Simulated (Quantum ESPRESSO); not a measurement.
# GaIn3O4NF: input and log of a self-consistent run

Computed values, not a measurement. The program is pw.x of Quantum ESPRESSO 7.5 (plane-wave density functional theory). The cell is made up: 10 atoms on a corundum lattice, with randomly drawn elements, strain and displacements, not relaxed. PseudoDojo standard norm-conserving files (v0.5 for PBE, v0.4.1 for LDA and PBEsol) set the functional; there is no spin polarisation, spin-orbit coupling or dispersion term, and the masses in the input are unused placeholders.

Input:

```
&control calculation='scf', pseudo_dir='./dojo.nc.sr.pbe.v0_5.standard.upf', outdir='./o', disk_io='low', tprnfor=.true., tstress=.true. /
&system ibrav=0, nat=10, ntyp=5, nbnd=54, ecutwfc=84.00895049, nosym=.true., tot_charge=0,
 occupations='smearing', smearing='fd', degauss=0.0073498644
/
&electrons conv_thr=7.350e-09, electron_maxstep=60, /
ATOMIC_SPECIES
F 1.0 F.upf
Ga 1.0 Ga.upf
In 1.0 In.upf
N 1.0 N.upf
O 1.0 O.upf
CELL_PARAMETERS angstrom
2.7541 1.6649 4.8303
-2.8255 1.6715 4.8686
-0.0299 -3.1415 4.7857
ATOMIC_POSITIONS angstrom
Ga 0.0112 0.0502 5.0698
In -0.0015 0.0548 2.1289
In -0.0792 0.1478 9.3797
In -0.0786 0.1356 12.3484
O -1.1179 1.7152 8.5326
N -0.8982 -1.632 8.3753
O 1.8893 0.2699 8.4538
O 1.0649 -1.5251 5.9774
O 0.7843 1.7725 6.0373
F -1.9555 -0.0472 6.0523
K_POINTS automatic
7 7 7 1 1 1
```

The log is shortened where brackets say so; the opening notice, blank lines, dates and the lines on written files are dropped, and the path of the files is cut. It prints rydbergs, bohrs and kilobars, and counts compression as positive stress.

```
     Program PWSCF v.7.5
     Parallel version (MPI & OpenMP), running on       4 processor cores
     Number of MPI processes:                 4
     Threads/MPI process:                     1
     [start-up lines left out]
     bravais-lattice index     =            0
     lattice parameter (alat)  =      10.9684  a.u.
     unit-cell volume          =     874.1864 (a.u.)^3
     number of atoms/cell      =           10
     number of atomic types    =            5
     number of electrons       =        88.00
     number of Kohn-Sham states=           54
     kinetic-energy cutoff     =      84.0090  Ry
     charge density cutoff     =     336.0358  Ry
     scf convergence threshold =      7.3E-09
     mixing beta               =       0.7000
     number of iterations used =            8  plain     mixing
     Exchange-correlation= PBE
                           (   1   4   3   4   0   0   0)
     [axes and pseudopotential details left out]
   Cartesian axes
     site n.     atom                  positions (alat units)
         1        Ga     tau(   1) = (   0.0019296   0.0086489   0.8734707  )
         2        In     tau(   2) = (  -0.0002584   0.0094414   0.3667860  )
         3        In     tau(   3) = (  -0.0136453   0.0254643   1.6160190  )
         4        In     tau(   4) = (  -0.0135419   0.0233624   2.1274933  )
         5        O      tau(   5) = (  -0.1926019   0.2955101   1.4700730  )
         6        N      tau(   6) = (  -0.1547500  -0.2811756   1.4429719  )
         7        O      tau(   7) = (   0.3255056   0.0465008   1.4564966  )
         8        O      tau(   8) = (   0.1834705  -0.2627579   1.0298402  )
         9        O      tau(   9) = (   0.1351262   0.3053822   1.0401603  )
        10        F      tau(  10) = (  -0.3369111  -0.0081320   1.0427446  )
     number of k points=   172  Fermi-Dirac smearing, width (Ry)=  0.0073
     Number of k-points >= 100: set verbosity='high' to print them.
     Dense  grid:    90929 G-vectors     FFT dimensions: (  64,  72,  64)
     Estimated max dynamical RAM per process >     551.89 MB
     Estimated total dynamical RAM >       2.09 GB
     Initial potential from superposition of free atoms
     starting charge      87.9856, renormalised to      88.0000
     Starting wfcs are   60 randomized atomic wfcs
     total cpu time spent up to now is       23.4 secs
     per-process dynamical memory:   501.4 Mb
     Self-consistent Calculation
     iteration #  1     ecut=    84.01 Ry     beta= 0.70
     Davidson diagonalization with overlap
     ethr =  1.00E-02,  avg # of iterations =  3.0
     total cpu time spent up to now is       74.2 secs
     total energy              =    -752.66184642 Ry
     estimated scf accuracy    <       2.77067843 Ry
     iteration #  2     ecut=    84.01 Ry     beta= 0.70
     Davidson diagonalization with overlap
     ethr =  3.15E-03,  avg # of iterations =  3.3
     total cpu time spent up to now is      132.3 secs
     total energy              =    -753.09791592 Ry
     estimated scf accuracy    <       5.08514870 Ry
     iteration #  3     ecut=    84.01 Ry     beta= 0.70
     Davidson diagonalization with overlap
     ethr =  3.15E-03,  avg # of iterations =  2.1
     total cpu time spent up to now is      182.2 secs
     total energy              =    -754.01476805 Ry
     estimated scf accuracy    <       0.30513895 Ry
     iteration #  4     ecut=    84.01 Ry     beta= 0.70
     Davidson diagonalization with overlap
     ethr =  3.47E-04,  avg # of iterations =  2.3
     total cpu time spent up to now is      230.5 secs
     total energy              =    -754.06492448 Ry
     estimated scf accuracy    <       0.01517798 Ry
     iteration #  5     ecut=    84.01 Ry     beta= 0.70
     Davidson diagonalization with overlap
     c_bands:  1 eigenvalues not converged
     c_bands:  1 eigenvalues not converged
     ethr =  1.72E-05,  avg # of iterations =  9.8
     total cpu time spent up to now is      300.8 secs
     total energy              =    -754.06725000 Ry
     estimated scf accuracy    <       0.01507262 Ry
     [iterations 6 to 8 left out]
     iteration #  9     ecut=    84.01 Ry     beta= 0.70
     Davidson diagonalization with overlap
     ethr =  3.91E-08,  avg # of iterations =  2.2
     total cpu time spent up to now is      514.7 secs
     total energy              =    -754.07023092 Ry
     estimated scf accuracy    <       0.00000511 Ry
     iteration # 10     ecut=    84.01 Ry     beta= 0.70
     Davidson diagonalization with overlap
     ethr =  5.80E-09,  avg # of iterations =  3.6
     total cpu time spent up to now is      574.1 secs
     total energy              =    -754.07023212 Ry
     estimated scf accuracy    <       0.00000191 Ry
     iteration # 11     ecut=    84.01 Ry     beta= 0.70
     Davidson diagonalization with overlap
     ethr =  2.18E-09,  avg # of iterations =  2.0
     total cpu time spent up to now is      630.7 secs
     total energy              =    -754.07023228 Ry
     estimated scf accuracy    <       0.00000052 Ry
     iteration # 12     ecut=    84.01 Ry     beta= 0.70
     Davidson diagonalization with overlap
     ethr =  5.88E-10,  avg # of iterations =  2.0
     total cpu time spent up to now is      683.0 secs
     total energy              =    -754.07023231 Ry
     estimated scf accuracy    <       0.00000006 Ry
     iteration # 13     ecut=    84.01 Ry     beta= 0.70
     Davidson diagonalization with overlap
     ethr =  7.00E-11,  avg # of iterations =  4.0
     total cpu time spent up to now is      747.0 secs
     End of self-consistent calculation
     [lines on levels left out]
!    total energy              =    -754.07023233 Ry
     estimated scf accuracy    <          5.1E-09 Ry
     smearing contrib. (-TS)   =      -0.00093010 Ry
     internal energy E=F+TS    =    -754.06930223 Ry
     The total energy is F=E-TS. E is the sum of the following terms:
     one-electron contribution =    -197.93641248 Ry
     hartree contribution      =     173.62033781 Ry
     xc contribution           =    -213.14400292 Ry
     ewald contribution        =    -516.60922463 Ry
     convergence has been achieved in  13 iterations
     Forces acting on atoms (cartesian axes, Ry/au):
     atom    1 type  2   force =     0.03786192    0.03889782   -0.05510337
     atom    2 type  3   force =    -0.04568457    0.04461258    0.03593893
     atom    3 type  3   force =     0.00063137   -0.09158883   -0.08953224
     atom    4 type  3   force =    -0.00886807   -0.01867242    0.09085307
     atom    5 type  5   force =    -0.04837817    0.00788861    0.00505305
     atom    6 type  4   force =     0.03317899   -0.02890416    0.04026082
     atom    7 type  5   force =     0.02526095    0.01258208    0.01692315
     atom    8 type  5   force =    -0.00253308    0.05378241   -0.01510112
     atom    9 type  5   force =    -0.01519906   -0.03028720   -0.01819123
     atom   10 type  1   force =     0.02372972    0.01168913   -0.01110105
     Total force =     0.221215     Total SCF correction =     0.000122
     Computing stress (Cartesian axis) and pressure
          total   stress  (Ry/bohr**3)                   (kbar)     P=        9.67
   0.00000120   0.00014822  -0.00020026            0.18       21.80      -29.46
   0.00014822  -0.00006820  -0.00007174           21.80      -10.03      -10.55
  -0.00020026  -0.00007174   0.00026419          -29.46      -10.55       38.86
     init_run     :     21.82s CPU     22.87s WALL (       1 calls)
     electrons    :    719.45s CPU    723.66s WALL (       1 calls)
     forces       :      6.45s CPU      6.58s WALL (       1 calls)
     stress       :     22.08s CPU     22.09s WALL (       1 calls)
     [timing details left out]
     PWSCF        :  12m50.59s CPU  12m56.32s WALL
     JOB DONE.
```

In other units: free energy -10259.648 eV for the cell, pressure 0.97 GPa, largest force component 2.355 eV/Å. A rerun of a related cell, with the same atoms placed differently, at a cutoff of 1437 eV and k mesh 9 x 9 x 9 moved values by no more than 0.004 eV in energy, 0.03 GPa in stress and 0.002 eV/Å in force.